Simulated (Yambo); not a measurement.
Yambo input for CaS (rock salt, space group Fm-3m, No. 225) under isotropic strain of +1 % on all lattice vectors (a = b = c = 4.022 Å, α = β = γ = 60.00°), on norm-conserving PBEsol (Quantum ESPRESSO, 68 Ry, scalar-relativistic) wavefunctions on a 12×12×12 mesh:

```
optics
chi
dipoles
kernel
FFTGvecs= 40 Ry
Chimod= "HARTREE"
NGsBlkXd= 4 Ry
% QpntsRXd
 1 | 1 |
%
% BndsRnXd
 1 | 32 |
%
GrFnTpXd= "R"
% EnRngeXd
 0.0 | 20.0 | eV
%
% DmRngeXd
 0.2 | 0.2 | eV
%
CGrdSpXd= 50
ETStpsXd= 161
% LongDrXd
 1.0 | 0.0 | 0.0 |
%
% XfnQP_E
 2.051 | 1.0 | 1.0 |
%
```

First lines of the file o-*.eps_q1_inv_rpa_dyson:

```
Absorption @ Q(1):   1.00000000     0.00000000     0.00000000    [q->0 direction]
#
# [ X ] Hartree size     :   59
# [GEN] GF Energies     : Perdew, Burke & Ernzerhof SOL(X)+Perdew, Burke & Ernzerhof SOL(C)+ user defined corrections @E
# [GEN] Green`s Function     : Retarded
#
# [GEN] Gauge     : Length
# [GEN] [r,Vnl] included     : yes
#
#    E[1] [eV]     Im(eps)     Re(eps)     Im(eps_o)     Re(eps_o)
#
     0.000000     0.135928E-6     3.917214     -0.43801E-17     4.477898
     0.125000     0.002118     3.917873     0.002666     4.478728
     0.250000     0.004244     3.919855     0.005342     4.481221
     0.375000     0.006385     3.923165     0.008038     4.485388
     0.500000     0.008550     3.927816     0.010764     4.491243
     0.625000     0.010746     3.933825     0.013532     4.498808
     0.750000     0.012982     3.941214     0.016351     4.508112
     0.875000     0.015267     3.950011     0.019234     4.519192
     1.000000     0.017611     3.960248     0.022193     4.532089
     1.125000     0.020024     3.971965     0.025241     4.546855
     1.250000     0.022516     3.985209     0.028393     4.563551
     1.375000     0.025100     4.000031     0.031665     4.582244
     1.500000     0.027790     4.016493     0.035074     4.603014
     1.625000     0.030598     4.034665     0.038638     4.625951
     1.750000     0.033543     4.054624     0.042381     4.651159
     1.875000     0.036643     4.076461     0.046325     4.678753
     2.000000     0.039917     4.100276     0.050497     4.708867
     2.125000     0.043390     4.126185     0.054930     4.741650
     2.250000     0.047089     4.154319     0.059659     4.777274
     2.375000     0.051045     4.184824     0.064725     4.815933
     2.500000     0.055294     4.217871     0.070177     4.857848
     2.625000     0.059880     4.253651     0.076071     4.903272
     2.750000     0.064852     4.292386     0.082475     4.952495
     2.875000     0.070271     4.334329     0.089470     5.005854
     3.000000     0.076210     4.379774     0.097152     5.063736
     3.125000     0.082758     4.429063     0.105641     5.126594
     3.250000     0.090024     4.482597     0.115083     5.194959
     3.375000     0.098144     4.540849     0.125662     5.269458
     3.500000     0.107293     4.604380     0.137612     5.350840
     3.625000     0.117692     4.673870     0.151234     5.440010
     3.750000     0.129637     4.750140     0.166925     5.538067
     3.875000     0.143521     4.834208     0.185221     5.646372
     4.000000     0.159891     4.927342     0.206861     5.766631
```
(The file goes on to the top of the energy range.) Convergence of the RPA response with its 12×12×12 mesh was not tested. The scissor comes from a G0W0 run whose convergence isn't established.

Geometry strained from the cell relaxed with PBEsol, atoms relaxed again.
